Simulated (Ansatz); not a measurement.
Consider the following.

Ag:
```xyz
1
Lattice="-1.6126 1.6126 1.6126 1.6126 -1.6126 1.6126 1.6126 1.6126 -1.6126" Properties=species:S:1:pos:R:3 pbc="T T T"
Ag     0.0000     0.0000     0.0000
```

This is the PBEsol-relaxed structure.

Problem. All from PBEsol in the plane-wave PAW code Ansatz, unless another level is named. Give the bulk modulus (Birch–Murnaghan fit).

Solution. 114 GPa.

Problem. Give the elastic constants (relaxed ions, GPa).

Solution. C11 = 108, C12 = 119, C44 = 70.0.

Space group Im-3m (bcc (W type)). The first step of the workflow began from a Materials Project structure, measured or hypothetical; the Crystallography Open Database copy checked does not list it. It is not the phase usual at ambient conditions (space group No. 225). Symmetry was held in the PBEsol relaxation. At this level the phase is mechanically unstable. The run is not spin-polarised. As this level gives no gap, shear constants depend on the k-mesh and smearing (Fermi–Dirac, 0.1 eV here).

Potentials: the later of the program's two PAW sets.
